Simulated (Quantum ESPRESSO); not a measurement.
GeGa3N3C, finding a planted mistake in a log

Computed values, not a measurement. The program is pw.x of Quantum ESPRESSO 7.5 (plane-wave density functional theory). The cell is made up: 8 atoms on a wurtzite lattice, with randomly drawn elements, strain and displacements, not relaxed. PseudoDojo standard norm-conserving files (v0.5 for PBE, v0.4.1 for LDA and PBEsol) set the functional; there is no spin polarisation, spin-orbit coupling or dispersion term, and the masses in the input are unused placeholders.

Intended input:

```
&control calculation='scf', pseudo_dir='./dojo.nc.sr.pbe.v0_5.standard.upf', outdir='./o', disk_io='medium', tprnfor=.true., tstress=.true. /
&system ibrav=0, nat=8, ntyp=4, nbnd=42, ecutwfc=84.00895049, nosym=.true., tot_charge=0,
 occupations='smearing', smearing='fd', degauss=0.0018374661
/
&electrons conv_thr=7.350e-09, electron_maxstep=60, /
ATOMIC_SPECIES
C 1.0 C.upf
Ga 1.0 Ga.upf
Ge 1.0 Ge.upf
N 1.0 N.upf
CELL_PARAMETERS angstrom
3.2312 0.0449 0.0425
0.0778 5.7171 -0.0563
0.0694 -0.0531 5.3685
ATOMIC_POSITIONS angstrom
Ge -0.1386 -0.0593 0.0347
Ga 1.5216 2.8088 0.0216
Ga 1.6708 0.9369 2.5424
Ga 0.0665 3.6682 2.6117
N 0.0942 -0.1626 1.9465
N 1.5794 2.7515 1.8611
C 1.742 0.7555 4.6434
N 0.1645 3.5959 4.6676
K_POINTS automatic
5 4 4 1 1 1
```

The log is shortened where brackets say so; the opening notice, blank lines, dates and the lines on written files are dropped, and the path of the files is cut. It prints rydbergs, bohrs and kilobars, and counts compression as positive stress. Where no state is partly filled, the Fermi energy that it prints is only some level between the filled and the empty states on the mesh, and need not lie in the true gap.

Log of the intended run:

```
     Program PWSCF v.7.5
     Parallel version (MPI & OpenMP), running on       1 processor cores
     Number of MPI processes:                 1
     Threads/MPI process:                     1
     [start-up lines left out]
     bravais-lattice index     =            0
     lattice parameter (alat)  =       6.1072  a.u.
     unit-cell volume          =     668.9433 (a.u.)^3
     number of atoms/cell      =            8
     number of atomic types    =            4
     number of electrons       =        72.00
     number of Kohn-Sham states=           42
     kinetic-energy cutoff     =      84.0090  Ry
     charge density cutoff     =     336.0358  Ry
     scf convergence threshold =      7.3E-09
     mixing beta               =       0.7000
     number of iterations used =            8  plain     mixing
     Exchange-correlation= PBE
                           (   1   4   3   4   0   0   0)
     [axes and pseudopotential details left out]
   Cartesian axes
     site n.     atom                  positions (alat units)
         1        Ge     tau(   1) = (  -0.0428864  -0.0183490   0.0107371  )
         2        Ga     tau(   2) = (   0.4708225   0.8691155   0.0066836  )
         3        Ga     tau(   3) = (   0.5169888   0.2899011   0.7866844  )
         4        Ga     tau(   4) = (   0.0205768   1.1350361   0.8081277  )
         5        N      tau(   5) = (   0.0291479  -0.0503127   0.6022975  )
         6        N      tau(   6) = (   0.4887073   0.8513854   0.5758726  )
         7        C      tau(   7) = (   0.5390199   0.2337713   1.4367883  )
         8        N      tau(   8) = (   0.0509006   1.1126646   1.4442764  )
     number of k points=    40  Fermi-Dirac smearing, width (Ry)=  0.0018
                       cart. coord. in units 2pi/alat
        k(    1) = (   0.0980626   0.0700615   0.0746742), wk =   0.0500000
        k(    2) = (   0.0960615   0.0715712   0.2252129), wk =   0.0500000
     [further k points left out]
     Dense  grid:    69611 G-vectors     FFT dimensions: (  36,  64,  60)
     Estimated max dynamical RAM per process >      92.76 MB
     Initial potential from superposition of free atoms
     starting charge      71.9911, renormalised to      72.0000
     Starting wfcs are   52 randomized atomic wfcs
     total cpu time spent up to now is       15.5 secs
     per-process dynamical memory:    57.7 Mb
     Self-consistent Calculation
     iteration #  1     ecut=    84.01 Ry     beta= 0.70
     Davidson diagonalization with overlap
     ethr =  1.00E-02,  avg # of iterations =  3.0
     total cpu time spent up to now is       48.9 secs
     total energy              =    -710.86803648 Ry
     estimated scf accuracy    <       1.98895935 Ry
     iteration #  2     ecut=    84.01 Ry     beta= 0.70
     Davidson diagonalization with overlap
     ethr =  2.76E-03,  avg # of iterations =  3.3
     total cpu time spent up to now is       83.1 secs
     total energy              =    -711.43981350 Ry
     estimated scf accuracy    <       1.98456293 Ry
     [iterations 3 to 11 left out]
     iteration # 12     ecut=    84.01 Ry     beta= 0.70
     Davidson diagonalization with overlap
     ethr =  3.80E-11,  avg # of iterations =  4.0
     total cpu time spent up to now is      404.4 secs
     total energy              =    -711.78847889 Ry
     estimated scf accuracy    <          9.1E-09 Ry
     iteration # 13     ecut=    84.01 Ry     beta= 0.70
     Davidson diagonalization with overlap
     ethr =  1.26E-11,  avg # of iterations =  2.0
     total cpu time spent up to now is      427.6 secs
     End of self-consistent calculation
     [lines on levels left out]
     the Fermi energy is    11.6019 ev
!    total energy              =    -711.78847889 Ry
     estimated scf accuracy    <          9.4E-10 Ry
     smearing contrib. (-TS)   =      -0.00000000 Ry
     internal energy E=F+TS    =    -711.78847889 Ry
     The total energy is F=E-TS. E is the sum of the following terms:
     one-electron contribution =    -248.13500128 Ry
     hartree contribution      =     187.43502147 Ry
     xc contribution           =    -192.09488486 Ry
     ewald contribution        =    -458.99361423 Ry
     convergence has been achieved in  13 iterations
     Forces acting on atoms (cartesian axes, Ry/au):
     atom    1 type  3   force =     0.13332151   -0.04978206   -0.05815129
     atom    2 type  2   force =     0.09611793   -0.07031660   -0.07768055
     atom    3 type  2   force =     0.00568375   -0.04666217    0.06811247
     atom    4 type  2   force =    -0.02388012    0.01514254    0.02899477
     atom    5 type  4   force =    -0.03033879    0.00713062   -0.01489875
     atom    6 type  4   force =     0.04181040    0.01736014    0.09464289
     atom    7 type  1   force =    -0.11461424    0.04074183   -0.00078894
     atom    8 type  4   force =    -0.10810043    0.08638570   -0.04023060
     Total force =     0.316393     Total SCF correction =     0.000061
     Computing stress (Cartesian axis) and pressure
          total   stress  (Ry/bohr**3)                   (kbar)     P=      -22.00
   0.00013588  -0.00054010   0.00009453           19.99      -79.45       13.91
  -0.00054010  -0.00044606  -0.00003343          -79.45      -65.62       -4.92
   0.00009453  -0.00003343  -0.00013842           13.91       -4.92      -20.36
     init_run     :     14.38s CPU     15.26s WALL (       1 calls)
     electrons    :    394.32s CPU    412.20s WALL (       1 calls)
     forces       :      3.37s CPU      3.43s WALL (       1 calls)
     stress       :     11.27s CPU     11.38s WALL (       1 calls)
     [timing details left out]
     PWSCF        :   7m 3.64s CPU   7m22.89s WALL
     JOB DONE.
```

A second run was made from an input with one planted mistake. Its log:

```
     Program PWSCF v.7.5
     Parallel version (MPI & OpenMP), running on       1 processor cores
     Number of MPI processes:                 1
     Threads/MPI process:                     1
     [start-up lines left out]
     bravais-lattice index     =            0
     lattice parameter (alat)  =       6.1072  a.u.
     unit-cell volume          =     668.9433 (a.u.)^3
     number of atoms/cell      =            8
     number of atomic types    =            4
     number of electrons       =        72.00
     number of Kohn-Sham states=           42
     kinetic-energy cutoff     =      84.0090  Ry
     charge density cutoff     =     336.0358  Ry
     scf convergence threshold =      7.3E-09
     mixing beta               =       0.7000
     number of iterations used =            8  plain     mixing
     Exchange-correlation= PBE
                           (   1   4   3   4   0   0   0)
     [axes and pseudopotential details left out]
   Cartesian axes
     site n.     atom                  positions (alat units)
         1        Ge     tau(   1) = (  -0.0428864  -0.0183490   0.0107371  )
         2        Ga     tau(   2) = (   0.4708225   0.8691155   0.0066836  )
         3        Ga     tau(   3) = (   0.5169888   0.2899011   0.7866844  )
         4        Ga     tau(   4) = (   0.0205768   1.1350361   0.8081277  )
         5        N      tau(   5) = (   0.0291479  -0.0503127   0.6022975  )
         6        N      tau(   6) = (   0.4887073   0.8513854   0.5758726  )
         7        N      tau(   7) = (   0.5390199   0.2337713   1.4367883  )
         8        C      tau(   8) = (   0.0509006   1.1126646   1.4442764  )
     number of k points=    40  Fermi-Dirac smearing, width (Ry)=  0.0018
                       cart. coord. in units 2pi/alat
        k(    1) = (   0.0980626   0.0700615   0.0746742), wk =   0.0500000
        k(    2) = (   0.0960615   0.0715712   0.2252129), wk =   0.0500000
     [further k points left out]
     Dense  grid:    69611 G-vectors     FFT dimensions: (  36,  64,  60)
     Estimated max dynamical RAM per process >      92.76 MB
     Initial potential from superposition of free atoms
     starting charge      71.9911, renormalised to      72.0000
     Starting wfcs are   52 randomized atomic wfcs
     total cpu time spent up to now is       12.8 secs
     per-process dynamical memory:    57.7 Mb
     Self-consistent Calculation
     iteration #  1     ecut=    84.01 Ry     beta= 0.70
     Davidson diagonalization with overlap
     ethr =  1.00E-02,  avg # of iterations =  3.0
     total cpu time spent up to now is       50.0 secs
     total energy              =    -710.77676088 Ry
     estimated scf accuracy    <       2.07529361 Ry
     iteration #  2     ecut=    84.01 Ry     beta= 0.70
     Davidson diagonalization with overlap
     ethr =  2.88E-03,  avg # of iterations =  3.2
     total cpu time spent up to now is       83.7 secs
     total energy              =    -711.23208329 Ry
     estimated scf accuracy    <       2.52086127 Ry
     [iterations 3 to 11 left out]
     iteration # 12     ecut=    84.01 Ry     beta= 0.70
     Davidson diagonalization with overlap
     ethr =  2.97E-10,  avg # of iterations =  2.0
     total cpu time spent up to now is      358.8 secs
     total energy              =    -711.74503837 Ry
     estimated scf accuracy    <       0.00000003 Ry
     iteration # 13     ecut=    84.01 Ry     beta= 0.70
     Davidson diagonalization with overlap
     ethr =  4.79E-11,  avg # of iterations =  3.3
     total cpu time spent up to now is      387.3 secs
     End of self-consistent calculation
     [lines on levels left out]
     the Fermi energy is    11.5710 ev
!    total energy              =    -711.74503838 Ry
     estimated scf accuracy    <          3.9E-09 Ry
     smearing contrib. (-TS)   =      -0.00000000 Ry
     internal energy E=F+TS    =    -711.74503838 Ry
     The total energy is F=E-TS. E is the sum of the following terms:
     one-electron contribution =    -247.84272445 Ry
     hartree contribution      =     187.24196197 Ry
     xc contribution           =    -192.07585586 Ry
     ewald contribution        =    -459.06842003 Ry
     convergence has been achieved in  13 iterations
     Forces acting on atoms (cartesian axes, Ry/au):
     atom    1 type  3   force =     0.09212751   -0.13259560   -0.06596400
     atom    2 type  2   force =     0.12468471   -0.01279598   -0.06955762
     atom    3 type  2   force =     0.00496346   -0.02093732    0.04409011
     atom    4 type  2   force =    -0.02594459   -0.00605416    0.04715722
     atom    5 type  4   force =    -0.02871709    0.05076843   -0.00785124
     atom    6 type  4   force =     0.04336075   -0.02391664    0.09111683
     atom    7 type  4   force =    -0.07427833    0.04343857    0.00736730
     atom    8 type  1   force =    -0.13619641    0.10209270   -0.04635858
     Total force =     0.330314     Total SCF correction =     0.000246
     Computing stress (Cartesian axis) and pressure
          total   stress  (Ry/bohr**3)                   (kbar)     P=      -10.34
   0.00025415  -0.00049081   0.00008077           37.39      -72.20       11.88
  -0.00049081  -0.00047155  -0.00007815          -72.20      -69.37      -11.50
   0.00008077  -0.00007815   0.00000654           11.88      -11.50        0.96
     init_run     :     11.80s CPU     12.67s WALL (       1 calls)
     electrons    :    350.71s CPU    374.58s WALL (       1 calls)
     forces       :      3.76s CPU      3.81s WALL (       1 calls)
     stress       :     15.86s CPU     15.97s WALL (       1 calls)
     [timing details left out]
     PWSCF        :   6m22.32s CPU   6m47.45s WALL
     JOB DONE.
```

Question: what was wrong in the second input?

Answer: two atoms have their elements exchanged. The input lines that differ, file-writing options aside:

```
- C 1.742 0.7555 4.6434
+ N 1.742 0.7555 4.6434
- N 0.1645 3.5959 4.6676
+ C 0.1645 3.5959 4.6676
```

|  | intended run | run with the mistake |
| --- | --- | --- |
| free energy (eV) | -9684.376 | -9683.785 |
| smearing term -TS (eV) | 0.0000 | 0.0000 |
| pressure (GPa) | -2.20 | -1.03 |
| largest force component (eV/Å) | 3.428 | 3.502 |
| largest change of a force component (eV/Å) |  | 2.129 |
| iterations | 13 | 13 |

For scale, a rerun of the intended cell at 1437 eV and a 7 x 6 x 6 mesh moved values by no more than 0.015 eV in energy, 0.07 GPa in stress and 0.017 eV/Å in force.